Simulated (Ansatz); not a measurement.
Ge4MoW: relaxed-ion elastic tensor

Level of theory: DFT PBE, scalar-relativistic, plane waves, PAW in Ansatz. Plane waves to 420 eV; Γ-centred k mesh 10×10×8; Fermi-Dirac smearing of 0.15 eV. No spin polarisation.

The cell, relaxed at this level:
```
Ge Mo W
1.0
     2.36101   -4.15227    0.00000
     2.36101    4.15227    0.00000
     0.00000    0.00000    4.72214
Ge Mo W
4 1 1
Direct
  0.33764 0.66236 0.00000
  0.83802 0.16198 0.50000
  0.66236 0.33764 0.00000
  0.16198 0.83802 0.50000
  0.00000 0.00000 0.00000
  0.50000 0.50000 0.50000
```

The cell was found from a structure generator's guess, not taken from experiment. In a metal, frequencies and elastic constants depend on the k mesh and the smearing, soft modes and shear constants most. Spin–orbit coupling is left out, which matters for heavy elements.

Task: Give the relaxed-ion elastic constants (GPa, Voigt order xx yy zz yz xz xy, on the Cartesian axes of the cell above).

Result:
C11 = 369.0, C12 = 81.0, C13 = 46.3, C22 = 332.3, C23 = 80.4, C33 = 368.9, C44 = 139.5, C55 = 97.3, C66 = 139.5 GPa; the others vanish.

Task: Is the crystal stable against homogeneous strain?

Result: Yes: the least eigenvalue of the tensor is 97.3 GPa.

Task: And the moduli of a polycrystal (Hill averages)?

Result: B = 165 GPa, G = 131 GPa, E = 311 GPa, ν = 0.19.
